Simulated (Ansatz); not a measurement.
A geometry of Si2W away from equilibrium: the start of the relaxation of a relaxed Si2W cell displaced along its unstable phonon at q = (0, 0, ½) of its primitive reciprocal cell (103i cm⁻¹), largest move 0.15 Å. Method: r2SCAN (plane waves to 500 eV, PAW, scalar-relativistic; Ansatz, an electronic-structure program). Γ-centred k-mesh 9×9×7 on the run's cell (coarser than for final values), Fermi–Dirac smearing 0.05 eV.

```xyz
6
Lattice="4.2969 0.0000 0.0000 -2.1484 3.7212 0.0000 0.0000 0.0000 5.1500" Properties=species:S:1:pos:R:3 pbc="T T T"
W      0.0000     0.1500     0.0000
W      0.0000    -0.1500     2.5750
Si     0.0000     2.4808     1.2875
Si     0.0000     2.4808     3.8625
Si     2.1484     1.2404     1.2875
Si     2.1484     1.2404     3.8625
```

Q: Predict the force on each atom, in eV/Å.

A: 
```tsv
atom	Fx	Fy	Fz
W1	0.00	0.85	0.00
W2	0.00	-0.85	0.00
Si3	0.00	0.16	0.02
Si4	0.00	0.16	-0.02
Si5	0.00	-0.16	-0.02
Si6	0.00	-0.16	0.02
```

Q: What is the pressure?

A: +0.6 GPa, compression positive.

Q: How far above the relaxed end point is this geometry?

A: 0.55 eV/atom; the path ends in Cmcm (No. 63).

No spin polarisation in the result.

The run could not lose the symmetry of its start: the end is stationary, and may be a saddle point rather than a minimum.

The end of the path is a generated cell of Si2W: the first start was made by placing the elements on the sites of a structure type, and the end was not matched to a known phase here, so it may be hypothetical. Known forms of Si2W include space group No. 139.
